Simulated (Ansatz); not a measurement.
Given:

Os:
```xyz
2
Lattice="2.7378 0.0000 0.0000 -1.3689 2.3710 0.0000 0.0000 0.0000 4.3177" Properties=species:S:1:pos:R:3 pbc="T T T"
Os     0.0000     1.5807     3.2383
Os     1.3689     0.7903     1.0794
```

This is the r²SCAN-relaxed structure.

All from DFT-r²SCAN in the program Ansatz with PAW potentials, unless another level is named. Predict the density of states at the Fermi level.

0.57 states/eV per atom (mean over ±0.08 eV).

Give the gap with spin–orbit coupling.

none (metallic).

Space group P6_3/mmc (hcp (Mg type)). The r²SCAN relaxation kept the symmetry of its start; of distortions, only those at the zone centre were tested. No spin polarisation was allowed. Scalar-relativistic: spin–orbit coupling is off unless named, which matters more the heavier the elements.

Potentials: the later of the program's two PAW sets.
